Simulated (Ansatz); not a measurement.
LaSi$_{2}$:
```
LaSi2
1.0
   -2.12831     2.12831     6.94972
    2.12831    -2.12831     6.94972
    2.12831     2.12831    -6.94972
La Si
2 4
Direct
  0.50000   0.50000   0.00000
  0.25000   0.75000   0.50000
  0.83458   0.33458   0.50000
  0.08458   0.08458   0.00000
  0.91542   0.91542   0.00000
  0.66542   0.16542   0.50000
```

Relaxed with PBEsol. Special points in fractions of this cell's reciprocal vectors: Γ (0.000, 0.000, 0.000); X (0.000, 0.000, 0.500); P (0.250, 0.250, 0.250); N (0.000, 0.500, 0.000); M (0.500, 0.500, -0.500); S (0.273, 0.727, -0.273); S0 (-0.273, 0.273, 0.273); R (-0.047, 0.047, 0.500); G (0.500, 0.500, -0.047).

Question: List the band energies nearest the Fermi level at these points for PBEsol with spin–orbit coupling (plane waves, PAW; program Ansatz).

Answer: In eV from the Fermi level; about four levels below and three above (degenerate sets whole), none deeper than 8.9 eV; points with the same levels are listed once.

```
k                    below                above
-  -----------------------  -------------------
Γ  -0.82 -0.82 -0.03 -0.03  0.70 0.70 1.21 1.21
X  -1.84 -1.84 -1.84 -1.84  0.68 0.68 0.68 0.68
P  -1.91 -1.91 -1.77 -1.77  0.54 0.54 0.62 0.62
N  -1.00 -1.00 -0.68 -0.68  0.65 0.65 1.25 1.25
M  -2.31 -2.31 -2.31 -2.31  0.34 0.34 0.34 0.34
S  -1.40 -1.40 -0.80 -0.80  0.13 0.13 0.86 0.86
R  -1.89 -1.89 -1.85 -1.85  0.64 0.64 0.64 0.64
```

Space group I4_1/amd. The first step of the workflow began from a Materials Project structure, measured or hypothetical; the Crystallography Open Database files this formula in space group No. 141, but the cells were not matched. Its standing as an ambient phase is unchecked. Symmetry was held in the PBEsol relaxation; whether a distortion lowers the energy is not shown.

Potentials: the later of the program's two PAW sets.
